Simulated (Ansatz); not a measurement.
TiSb₂ in space group I4/mcm (No. 140; Sb on 8h, Ti on 4a) at seven volumes, PBEsol (plane waves, PAW; program Ansatz), shape and atoms relaxed at each. One row is withheld.

| V (Å³/atom) | P (GPa) |
|---|---|
| 19.071 | 11.57 |
| 19.700 | ? |
| 20.328 | 3.24 |
| 20.957 | 0.00 |
| 21.586 | -2.74 |
| 22.215 | -5.06 |
| 22.843 | -7.02 |

Fit the shown pressures and predict the withheld one.

P = (3/2)B₀(x^(7/2) − x^(5/2))[1 + (3/4)(B′ − 4)(x − 1)] with x = (V₀/V)^(2/3). Least squares on the six rows gives V₀ = 20.957 Å³/atom, B₀ = 99.0 GPa, B′ = 4.53. At V = 19.700, x = 1.0421 and P = 7.05 GPa. The run itself gave 7.05 GPa.

The workflow started from an entry of the Crystallography Open Database (COD, 293 K). Whether it is the stable phase at ambient conditions was not checked. The PBEsol relaxation kept the symmetry of its start; of distortions, only those at the zone centre were tested. The run is not spin-polarised. Scalar-relativistic: spin–orbit coupling is off unless named, which matters more the heavier the elements.

Potentials: the later of the program's two PAW sets.
